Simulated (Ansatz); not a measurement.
# HfC: strain and displacement

```
CELL_PARAMETERS angstrom
0.00000 2.32500 2.32500
2.32500 0.00000 2.32500
2.32500 2.32500 0.00000
ATOMIC_POSITIONS crystal
Hf 0.50000 0.50000 0.50000
C 0.00000 0.00000 0.00000
```

Atoms are numbered in the order listed.

The cell comes from COD entry 1539502, which wasn't checked; take it as a given geometry.

Spin–orbit coupling is left out, though it moves levels of the heavy atoms by tenths of an eV or more.

These are results of DFT, LDA, all-electron LAPW, scalar-relativistic in Ansatz 0.2.0, not measurements.

Settings: a Γ-centred 12×12×12 k mesh, Fermi–Dirac smearing of 0.05 eV, basis error target 0.25 meV/atom, no spin polarisation.

The unchanged cell is at -11.78 GPa.

In a metal, stresses and small energies carry noise from the k mesh.

x, y and z are the Cartesian axes of the cell as listed; fractional coordinates follow a strain, and an engineering shear is twice the off-diagonal strain component.

Task: With this change (equal xy, yz and zx engineering shear strains of -2 %), what becomes of the energy and stress?

Result: Energy change +8 meV/atom; stress change (xx, yy, zz, yz, xz, xy) 0.06, 0.06, 0.06, 3.35, 3.35, 3.35 GPa, compression positive.

With equal xy, yz and zx engineering shear strains of -1 %: energy change +2 meV/atom; stress change (xx, yy, zz, yz, xz, xy) 0.02, 0.02, 0.02, 1.70, 1.70, 1.70 GPa, compression positive.

Task: With this change (equal xy, yz and zx engineering shear strains of +1 %), what becomes of the energy and stress?

Result: Energy change +2 meV/atom; stress change (xx, yy, zz, yz, xz, xy) 0.02, 0.02, 0.02, -1.75, -1.75, -1.75 GPa, compression positive.

Task: With this change (equal xy, yz and zx engineering shear strains of +2 %), what becomes of the energy and stress?

Result: Energy change +8 meV/atom; stress change (xx, yy, zz, yz, xz, xy) 0.06, 0.06, 0.06, -3.54, -3.54, -3.54 GPa, compression positive.
